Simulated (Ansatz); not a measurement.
ZrAs in space group P6_3/mmc (No. 194; Zr on 4f, As on 2a, As on 2d) at seven volumes, DFT-r²SCAN in the program Ansatz with PAW potentials, shape and atoms relaxed at each. One row is withheld.

```json
[
 {"V (Å³/atom)": "18.642", "P (GPa)": "14.35"},
 {"V (Å³/atom)": "19.256", "P (GPa)": "?"},
 {"V (Å³/atom)": "19.871", "P (GPa)": "4.07"},
 {"V (Å³/atom)": "20.485", "P (GPa)": "0.00"},
 {"V (Å³/atom)": "21.100", "P (GPa)": "-3.48"},
 {"V (Å³/atom)": "21.714", "P (GPa)": "-6.46"},
 {"V (Å³/atom)": "22.329", "P (GPa)": "-9.01"}
]
```

Problem. Fit the shown pressures and predict the withheld one.

Solution. P = (3/2)B₀(x^(7/2) − x^(5/2))[1 + (3/4)(B′ − 4)(x − 1)] with x = (V₀/V)^(2/3). Least squares on the six rows gives V₀ = 20.486 Å³/atom, B₀ = 125 GPa, B′ = 4.15. At V = 19.256, x = 1.0421 and P = 8.80 GPa. The run itself gave 8.82 GPa.

The workflow started from an entry of the Crystallography Open Database (COD). Its standing as an ambient phase is unchecked. Symmetry was held in the r²SCAN relaxation; whether a distortion lowers the energy is not shown. No spin polarisation was allowed.

Potentials: the later of the program's two PAW sets.
